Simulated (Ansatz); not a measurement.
Diamond alloy of Si and Ge (60 of 64 Si sites exchanged), 64 atoms

Ansatz, PAW, plane waves. PBEsol relaxation of volume and atoms (shape held) at the single k point (¼, ¼, ¼) without its symmetry partners; single points on the relaxed atoms at the Γ point alone, onto which points of the small cell's zone fold. Arrangement: quasirandom. No spin–orbit coupling unless named.

Relaxed structure:

```
Ge Si
1.0
    11.31148    0.00000    0.00000
     0.00000   11.31148    0.00000
     0.00000    0.00000   11.31148
Ge Si
60 4
Direct
  0.99840 0.00144 0.99878
  0.00063 0.99992 0.49824
  0.00081 0.49946 0.00012
  0.00016 0.49957 0.49864
  0.50020 0.00012 0.99931
  0.50051 0.00018 0.50017
  0.50037 0.49973 0.99967
  0.49810 0.49789 0.50133
  0.12318 0.12679 0.12629
  0.12508 0.12529 0.62481
  0.12323 0.62726 0.12640
  0.12599 0.62401 0.62427
  0.62611 0.12481 0.12414
  0.62582 0.12587 0.62517
  0.62569 0.62474 0.12477
  0.62490 0.62485 0.62412
  0.24958 0.25011 0.00052
  0.25118 0.25232 0.50143
  0.24911 0.75020 0.99981
  0.24966 0.75006 0.49919
  0.75196 0.24826 0.99780
  0.75092 0.25011 0.49912
  0.75074 0.75012 0.00030
  0.75056 0.75035 0.49930
  0.37492 0.37571 0.12500
  0.37491 0.87541 0.12468
  0.37499 0.87523 0.62478
  0.87705 0.37303 0.12624
  0.87527 0.37502 0.62528
  0.87720 0.87403 0.12637
  0.87534 0.87625 0.62521
  0.24890 0.00024 0.24988
  0.25005 0.00038 0.74964
  0.24850 0.50017 0.24968
  0.25205 0.49784 0.74758
  0.75111 0.99993 0.24990
  0.75258 0.00304 0.75221
  0.75098 0.49980 0.25009
  0.74998 0.50032 0.74948
  0.37504 0.12549 0.37552
  0.37497 0.12586 0.87469
  0.37470 0.62416 0.37544
  0.37507 0.62479 0.87462
  0.87741 0.12714 0.37309
  0.87736 0.62732 0.37311
  0.87540 0.62477 0.87520
  0.99819 0.24794 0.75142
  0.00038 0.74945 0.74938
  0.50037 0.24998 0.24937
  0.49798 0.25174 0.74745
  0.49995 0.74941 0.24981
  0.50059 0.75041 0.74982
  0.12322 0.37257 0.37272
  0.12588 0.37464 0.87403
  0.12314 0.87254 0.37228
  0.12474 0.87596 0.87460
  0.62510 0.37524 0.37542
  0.62543 0.37456 0.87420
  0.62524 0.87536 0.37475
  0.62653 0.87587 0.87501
  0.37516 0.37519 0.62447
  0.87589 0.12543 0.87588
  0.99990 0.24940 0.24908
  0.99983 0.74994 0.24896
```

Task: What are the mean bond lengths by pair (pairs within 1.2 times the sum of covalent radii, less contacts 15 % beyond the pair's median; cation–cation pairs of compounds aside; long ionic contacts are cut short by that bound)?

Result: Ge–Ge 2.455 ± 0.004 Å (standard deviation, 112 bonds); Ge–Si 2.411 ± 0.003 Å (standard deviation, 16 bonds).

Task: What gap lies between the top filled and the lowest empty level in the single points?

Result: HSE06 0.86 eV (48 s on NVIDIA GB300). An indirect band minimum needn't fold onto Γ of this cell; where it doesn't, these gaps are too wide.
